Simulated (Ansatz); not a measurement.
P:
```
CELL_PARAMETERS angstrom
      3.28511     0.00000     0.00000
      0.00000     4.58566     0.00000
      0.00000     0.00000    30.00000
ATOMIC_POSITIONS crystal
  P  0.00000 0.91016 0.53482
  P  0.50000 0.58984 0.53482
  P  0.00000 0.08984 0.46518
  P  0.50000 0.41016 0.46518
```
The layer is periodic in x and y and isolated along z.

Relaxed with r²SCAN+D4. Special points in fractions of this cell's reciprocal vectors: Γ (0.000, 0.000, 0.000); X (0.500, 0.000, 0.000); S (0.500, 0.500, 0.000); Y (0.000, 0.500, 0.000).

Question: List the band energies nearest the valence-band maximum at these points for plane-wave PAW r²SCAN+D4 (Ansatz code).

Answer: In eV from the valence-band maximum; about four levels below and three above (degenerate sets whole), none deeper than 8.9 eV; points with the same levels are listed once.

```json
[
 {"k": "Γ", "below": "-3.67 -1.98 -1.76 0.00", "above": "1.03 1.81 2.92"},
 {"k": "X", "below": "-2.90 -2.90 -2.06 -2.06", "above": "1.46 1.46 2.42 2.42"},
 {"k": "S", "below": "-4.79 -4.79 -1.20 -1.20", "above": "2.58 2.58 4.15 4.15"},
 {"k": "Y", "below": "-2.83 -2.83 -1.37 -1.37", "above": "2.36 2.36 3.91 3.91"}
]
```

Space group Pmna (puckered). A layer that has been made, often on a substrate. The r²SCAN+D4 relaxation kept the symmetry of its start; whether a distortion lowers the energy is not shown.

Potentials: the earlier of the program's two PAW sets.
